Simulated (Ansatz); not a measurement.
Ca3SiO:
```cif
data_Ca6O2Si2
_chemical_formula_sum 'Ca6 Si2 O2'
_space_group_name_H-M_alt 'P 1'
_space_group_IT_number 1
_cell_length_a 6.64239
_cell_length_b 6.64239
_cell_length_c 6.64239
_cell_angle_alpha 120.063
_cell_angle_beta 90.082
_cell_angle_gamma 119.843
loop_
_space_group_symop_operation_xyz
  'x, y, z'
loop_
_atom_site_label
_atom_site_type_symbol
_atom_site_fract_x
_atom_site_fract_y
_atom_site_fract_z
_atom_site_occupancy
Ca1 Ca 0.71475 0.46475 0.25000 1
Ca2 Ca 0.28525 0.53525 0.75000 1
Ca3 Ca 0.76790 0.00000 0.26790 1
Ca4 Ca 0.23210 0.00000 0.73210 1
Ca5 Ca 0.23210 0.50000 0.23210 1
Ca6 Ca 0.76790 0.50000 0.76790 1
Si1 Si 0.75069 0.00069 0.75000 1
Si2 Si 0.24931 0.99931 0.25000 1
O1 O 0.00000 0.50000 0.50000 1
O2 O 0.50000 0.50000 0.00000 1
```

Relaxed with r²SCAN. r²SCAN in the plane-wave PAW code Ansatz gives a gap of 0.29 eV.

Q: What gap does HSE06 give on the same cell (Ansatz, PAW)?

A: 0.58 eV, 0.28 eV more. The hybrid was solved on a coarser mesh and at special points; the gap given is the minimum over both.

```tsv
k	v1 r²SCAN	c1 r²SCAN	v1 HSE06	c1 HSE06
Γ	0.00	0.29	0.00	0.58
X	-0.84	1.44	?	?
S	-1.40	1.71	-1.52	2.17
R	-0.81	1.43	-0.81	1.78
T	-1.41	1.76	?	?
W	-0.90	1.97	?	?
Σ0	-0.90	1.73	?	?
Λ0	-0.90	1.76	-0.90	2.18
```

Q: Top valence (v1) and lowest conduction level (c1) in eV from each method's valence maximum (which need not be a listed point): supply the withheld HSE06 values.

A: 
- X, v1 HSE06: -0.86
- X, c1 HSE06: 1.80
- W, v1 HSE06: -0.90
- W, c1 HSE06: 2.40
- T, v1 HSE06: -1.53
- T, c1 HSE06: 2.22
- Σ0, v1 HSE06: -0.89
- Σ0, c1 HSE06: 2.13

Cost on shared cores: the r²SCAN run (SCF on a 6×6×6 mesh, then bands and DOS) around 5 core-minutes (rough), the HSE06 run (SCF on 4×4×4, then a few points) about 12 core-minutes (a rough figure); the tasks are unlike.

Space group Imma. The first step of the workflow began from a Materials Project structure, measured or hypothetical; the Crystallography Open Database copy checked does not list it. COD files the formula under space group No. 62. Its standing as an ambient phase is unchecked. Symmetry was held in the r²SCAN relaxation; its stability against distortions is not shown here.

Potentials: the later of the program's two PAW sets.
